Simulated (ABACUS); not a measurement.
A self-consistent single point of YGe (Cmcm, 8 atoms in the cell; from Materials Project mp-9971, changed as shown).

```
CELL_PARAMETERS angstrom
      4.19691     0.00000     0.00000
      0.00000    10.50991     0.00000
      0.00000     0.00000     3.87551
ATOMIC_POSITIONS crystal
  Y  0.50000 0.36139 0.75000
  Y  0.00000 0.13861 0.25000
  Y  0.00000 0.86139 0.75000
  Y  0.50000 0.63861 0.25000
  Ge 0.50000 0.08438 0.75000
  Ge 0.00000 0.41562 0.25000
  Ge 0.00000 0.58438 0.75000
  Ge 0.50000 0.91562 0.25000
```

Level of theory: ABACUS with LDA (PW92), numerical atomic orbitals SZP (confined pseudo-atomic orbitals with Gaussian additions; energy shift 0.003 Ry), PseudoDojo 0.4 standard norm-conserving LDA (tails mended) pseudopotentials.

ABACUS settings:

* **basis**: SZP numerical atomic orbitals, energy shift 0.003 Ry
* **KPT**: Gamma 6 3 7 0 0 0
* **basis_type**: lcao
* **dft_functional**: PWLDA
* **ecutwfc**: 100 Ry
* **smearing_method**: fd
* **smearing_sigma**: 0.00734986 Ry
* **potentials**: PseudoDojo 0.4 standard norm-conserving LDA (tails mended)
* **symmetry**: 1
* **ks_solver**: scalapack_gvx
* **scf_nmax**: 100
* **scf_thr**: 1.0e-07
* **mixing_type**: pulay
* **mixing_beta**: 0.4

Results:

```
Item                                                      Result
------------------------------------------------  --------------
Number of valence electrons                                  100
Number of bands                                               61
Number of k-points after the program's reduction              32
Size of the basis                                            164
Number of SCF iterations                                      10
Free energy E − TS                                -14166.7542 eV
Fermi level (on the code's own zero)                    12.71 eV
Pressure                                                2.34 GPa
Largest force (vector length)                         0.187 eV/Å
```

Forces (eV/Å):
| atom | Fx | Fy | Fz |
|---|---|---|---|
| Y1 | 0.000 | -0.049 | 0.000 |
| Y2 | 0.000 | 0.049 | 0.000 |
| Y3 | 0.000 | -0.049 | 0.000 |
| Y4 | 0.000 | 0.049 | 0.000 |
| Ge5 | 0.000 | 0.187 | 0.000 |
| Ge6 | 0.000 | -0.187 | 0.000 |
| Ge7 | 0.000 | 0.187 | 0.000 |
| Ge8 | 0.000 | -0.187 | 0.000 |

Stress (GPa, positive for compression):
```
1.95  0.00  0.00
0.00  2.19  0.00
0.00  0.00  2.87
```

For comparison: a first run was changed to give this one (lattice scaled by 0.98), and from it to this one the free energy drops by 4.2 meV/atom, the pressure goes from -3.05 to 2.34 GPa and the largest force moves little (0.190 to 0.187 eV/Å).

The atom-centred basis is finite, which shifts total energies, pressures and forces against plane waves. A single-zeta basis is rough, for pressures and forces above all. The structure comes from a collection of computed structures, made at another level of theory; the collection holds predicted forms beside known ones. No clean gap shows at this smearing width and mesh (spacing up to 0.25 Å⁻¹); the mesh is coarse for partly filled bands, so the values carry mesh errors.

Cost on one core: very roughly 80 core-seconds.

The atomic orbitals were generated for these runs; they are not ABACUS's published sets and were checked against plane waves on a few crystals only.

“Tails mended”: in these copies of the files the far tail of each local potential was reset to the Coulomb form.
